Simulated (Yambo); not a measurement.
How GW settings move the gap: SnS2

G0W0@PBEsol for SnS$_{2}$ (space group P6_3mc, No. 186) in Yambo. Reference settings: 3×3×1 Γ-centred k mesh, 418 bands and a 7 Ry block in the screening, 418 bands in G with the Bruneval-Gonze terminator, plasmon pole fitted at 27.2 eV. The PBEsol gap Γ → (0, 0.333, 0) on this mesh is 1.49 eV; G0W0 gaps are taken between the same points.

| change from the reference | G0W0 gap Γ → (0, 0.333, 0) (eV) | shift of the valence edge (eV) | rough Yambo cost |
|---|---|---|---|
| reference settings | 2.24 | -0.57 | 1 |
| 160 bands in W, 160 bands in G | 2.35 | -0.29 | about 1/3 |
| 270 bands in W, 270 bands in G | 2.27 | -0.47 | within a factor of two |
| 160 bands in G | 2.25 | -0.49 | – |
| 270 bands in G | 2.24 | -0.55 | – |
| 198 bands in W | 2.30 | -0.42 | within a factor of two |
| 2 Ry block | 2.11 | -0.15 | within a factor of two |
| 3 Ry block | 2.06 | -0.19 | within a factor of two |
| 6 Ry block | 2.24 | -0.55 | within a factor of two |
| pole fitted at 40 eV | 2.24 | -0.63 | – |
| no random integration | 2.21 | -0.38 | – |
| 160 bands in G, no terminator | 2.28 | -0.02 | – |
| 270 bands in G, no terminator | 2.24 | -0.31 | – |
| no terminator | 2.24 | -0.46 | – |

The reference isn't shown to be the converged limit. Costs are rough (shared machines), scaled to the same edge states, and given only for runs that recompute the screening. The mesh misses a band edge: along a dense path the PBEsol gap is 0.97 eV against 1.49 eV on the mesh.

The standard potential for Sn keeps a d shell in the valence without the s and p states of that shell. In tests on such compounds this moved G0W0 gaps by up to about 0.9 eV, so absolute quasiparticle energies here are unreliable; differences between settings are what counts.

Spin-orbit coupling is included.

Geometry relaxed with PBE+D3(BJ); primitive cell a = 3.670 Å, b = 3.670 Å, c = 11.644 Å, α = 90.00°, β = 90.00°, γ = 120.00°.

This is not the ordinary phase of the substance; no match was found in the copy of COD used, and its stability was not checked.

A shift is the quasiparticle energy of the state minus its PBEsol energy.
